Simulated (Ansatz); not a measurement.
SiO2:
```xyz
18
Lattice="-4.4007 4.4007 4.4007 4.4007 -4.4007 4.4007 4.4007 4.4007 -4.4007" Properties=species:S:1:pos:R:3 pbc="T T T"
Si     2.2004     0.0000     4.4007
Si     4.4007     2.2004     0.0000
Si     2.2004     4.4007     0.0000
Si     0.0000     2.2004     4.4007
Si     0.0000     4.4007     2.2004
Si     4.4007     0.0000     2.2004
O     -1.2811     1.2811     4.7623
O      1.2811     1.2811     4.0392
O      1.2811    -1.2811     4.7623
O      3.1196     3.1196    -0.3615
O      4.7623    -1.2811     1.2811
O      4.0392     1.2811     1.2811
O      4.7623     1.2811    -1.2811
O     -0.3615     3.1196     3.1196
O      1.2811     4.7623    -1.2811
O      1.2811     4.0392     1.2811
O     -1.2811     4.7623     1.2811
O      3.1196    -0.3615     3.1196
```

Tensor components refer to the Cartesian frame of this cell.

Q: Give the proper piezoelectric stress tensor with relaxed ions from PBEsol in the plane-wave PAW code Ansatz.

A: In C/m², rows x, y, z, Voigt columns; mesh uncertainty up to 0.00.
```
0.00  0.00  0.00  0.10  0.00  0.00
0.00  0.00  0.00  0.00  0.10  0.00
0.00  0.00  0.00  0.00  0.00  0.10
```

The elastic tensor of the same run (GPa):

```
56.5  -0.8  -0.8   0.0   0.0   0.0
-0.8  56.5  -0.8   0.0   0.0   0.0
-0.8  -0.8  56.5   0.0   0.0   0.0
 0.0   0.0   0.0  19.1   0.0   0.0
 0.0   0.0   0.0   0.0  19.1   0.0
 0.0   0.0   0.0   0.0   0.0  19.1
```

Q: Convert to strain constants d = e·S.

A: In pC/N:
```
0.0  0.0  0.0  5.5  0.0  0.0
0.0  0.0  0.0  0.0  5.5  0.0
0.0  0.0  0.0  0.0  0.0  5.5
```

Space group I-43m. The first step of the workflow began from a Materials Project structure, measured or hypothetical; the Crystallography Open Database copy checked does not list it. It is not the phase usual at ambient conditions (space group No. 92, 152, 154). Symmetry was held in the PBEsol relaxation; its stability against distortions is not shown here.

Potentials: the later of the program's two PAW sets.
